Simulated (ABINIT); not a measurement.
ABINIT input for RbBr, PBE with JTH PAW datasets:

```
pp_dirpath "./pseudo"
pseudos "Rb.GGA_PBE-JTH.xml, Br.GGA_PBE-JTH.xml"

acell 3*1.0 angstrom
rprim
    0.000000000000     3.455950000000     3.455950000000
    3.455950000000     0.000000000000     3.455950000000
    3.455950000000     3.455950000000     0.000000000000
ntypat 2
znucl 37 35
natom 2
typat 1 2
xred
    0.000000000000     0.000000000000     0.000000000000
    0.500000000000     0.500000000000     0.500000000000
tolsym 1e-5
chksymtnons 0
chkprim 0

ecut 20
pawecutdg 40
pawovlp 20
ngkpt 6 6 6
nshiftk 1
shiftk 0 0 0
nband 11
occopt 7
tsmear 0.001
diemac 8
tolvrs 1e-10
nstep 90

nucefg 2
quadmom 0.276 0.313
nucfc 1
prtwf 0
prtden 0
prteig 0
prtebands 0
prtgsr 0
```

Geometry: a computed entry of the Materials Project; it was not checked against measured cells. It is RbBr in Fm-3m; whether this form has been observed was not checked. Stability against distortions was not tested.

Each row changes or adds one setting. The quadmom values are sizes without sign and don't touch the SCF cycle. The limit is 90 steps.  

```json
[
 {"setting typed": "as in the input", "SCF steps": "11", "k-points": "16", "converged": "yes"},
 {"setting typed": "diemac = 1", "SCF steps": "12", "k-points": "16", "converged": "yes"},
 {"setting typed": "diemac = 2", "SCF steps": "10", "k-points": "16", "converged": "yes"},
 {"setting typed": "diemac = 4", "SCF steps": "10", "k-points": "16", "converged": "yes"},
 {"setting typed": "diemac = 40", "SCF steps": "11", "k-points": "16", "converged": "yes"},
 {"setting typed": "diemix = 1.0", "SCF steps": "10", "k-points": "16", "converged": "yes"},
 {"setting typed": "iscf = 12", "SCF steps": "22", "k-points": "16", "converged": "yes"},
 {"setting typed": "iscf = 3", "SCF steps": "17", "k-points": "16", "converged": "yes"},
 {"setting typed": "nline = 2", "SCF steps": "18", "k-points": "16", "converged": "yes"},
 {"setting typed": "nline = 8", "SCF steps": "11", "k-points": "16", "converged": "yes"},
 {"setting typed": "npulayit = 12", "SCF steps": "11", "k-points": "16", "converged": "yes"}
]
```

Fewest SCF steps among converged rows: 10 (diemac = 2, diemac = 4, diemix = 1.0); most steps: 22 (iscf = 12). Steps of different solvers differ in work.
